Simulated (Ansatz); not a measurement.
Cl: computed property card

Cl:
```
Cl
1.0
    3.18474    -2.03769     0.00000
    3.18474     2.03769     0.00000
    0.00000     0.00000     8.19321
Cl
4
Direct
  0.62195   0.37805   0.39322
  0.87805   0.12195   0.89322
  0.12195   0.87805   0.10678
  0.37805   0.62195   0.60678
```

Space group Cmce (No. 64), molecular I2 type; conventional cell a = 6.3695 Å, b = 4.0754 Å, c = 8.1932 Å, α = β = γ = 90.00°.

Method: the program Ansatz at the r²SCAN+D4 level (PAW). Geometry: relaxed at this level of theory. Other levels are named where they apply.

### Cell and energy

```
Item                 Result
---------------  ----------
Volume per atom    26.58 Å³
Density          2.21 g/cm³
```

### Electronic structure

```
Property                           Result
-----------------------  ----------------
Band gap                 2.62 eV (direct)
Valence-band maximum                 at Γ
Conduction-band minimum              at Γ
```

The cell was relaxed with r²SCAN+D4 under the symmetry of its start. The substance is a gas or liquid at ambient conditions; this is its low-temperature solid.

Potentials: the earlier of the program's two PAW sets.
